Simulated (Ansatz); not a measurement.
Optical constants of Ge3PbN

Computed with DFT PBE, scalar-relativistic, plane waves, PAW in Ansatz 0.2.0. Plane waves to 420 eV; Γ-centred k mesh 8×8×8; Fermi-Dirac smearing of 0.15 eV. No spin polarisation.

Equilibrium structure at this level:
```yaml
crystal:
  lattice:
    - [5.43032, 0.00000, 0.00000]
    - [0.00000, 5.43032, 0.00000]
    - [0.00000, 0.00000, 5.43032]
  atoms:
    - { symbol: Ge, position: [0.00000, 0.50000, 0.50000] }
    - { symbol: Ge, position: [0.50000, 0.00000, 0.50000] }
    - { symbol: Ge, position: [0.50000, 0.50000, 0.00000] }
    - { symbol: Pb, position: [0.50000, 0.50000, 0.50000] }
    - { symbol: N, position: [0.00000, 0.00000, 0.00000] }
```

The cell was built by swapping an element in a database structure (itself possibly hypothetical) and relaxing; it need not be the stable form of this composition. In a metal these results depend on the k mesh and the smearing. The cell has an odd number of electrons and was run without spin polarisation, which forces a half-filled band: energy, forces and stress belong to that artificial state. Spin–orbit coupling is left out, which matters for heavy elements.

Independent-particle response (no local fields, no excitons) on a 12×12×12 mesh, broadened by 0.1 eV; the Drude term is undamped and its weight carries the smearing above, which sets much of it in a semimetal. The run couldn't bound its error over part or most of this range, so small peaks and near ties are unsure. Light polarised along y. ε₁ lacks the small share of bands above those solved.

Q: Tabulate ε₁ and ε₂ against photon energy.

A:
```csv
E (eV),ε₁,ε₂
0.3,-132.62,70.87
0.8,-15.13,49.16
1.3,-21.00,69.37
1.8,-24.82,17.84
2.3,-14.12,10.44
2.8,-9.41,7.52
3.3,-9.01,5.43
3.8,-6.86,3.19
4.3,-5.16,1.78
4.8,-3.70,0.65
5.3,-2.21,0.36
5.8,-1.01,0.26
6.3,0.27,1.02
6.8,-0.40,1.62
7.3,-0.01,1.32
7.8,0.15,1.84
8.3,-0.13,2.17
8.8,-0.72,2.32
9.3,-0.92,1.28
```

Q: Where is the highest local maximum of ε₂ between 0.3 and 10 eV?

A: At 0.4 eV, where ε₂ = 72.5.